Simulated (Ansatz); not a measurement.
Values for one crystal, relaxed and computed with plane-wave PAW r²SCAN (Ansatz code); other levels are named.

- Volume per atom = 15.40 Å³
- Electronic character = metallic (no gap)
- Density of states at the Fermi level = 0.23 states/eV per atom (mean over ±0.08 eV)
- Formation energy from the elements (no fitted shifts) = -0.34 eV/atom

Q: Which compound is it?
A) Zr6Zn23Si, Fm-3m (Pearson symbol cF120)
B) Zr5Ge3, P6_3/mcm (Zr on 6g, Zr on 4d, Ge on 6g)
C) SrZn2Sb2, P-3m1 (Sr on 1a, Zn on 2d, Sb on 2d)
D) Si2Mo, MoSi2 or CaC2 type

A: A, Zr6Zn23Si, Fm-3m (Pearson symbol cF120)

The workflow started from a Materials Project entry (that database holds measured and hypothetical structures alike); the Crystallography Open Database copy checked does not list it. Its standing as an ambient phase is unchecked. The cell was relaxed with r²SCAN under the symmetry of its start; whether a distortion lowers the energy is not shown. No spin polarisation was allowed. The references are the lowest solids computed at this level, not always the standard phases. Spin–orbit coupling is left out wherever it is not named.

Potentials: the later of the program's two PAW sets.
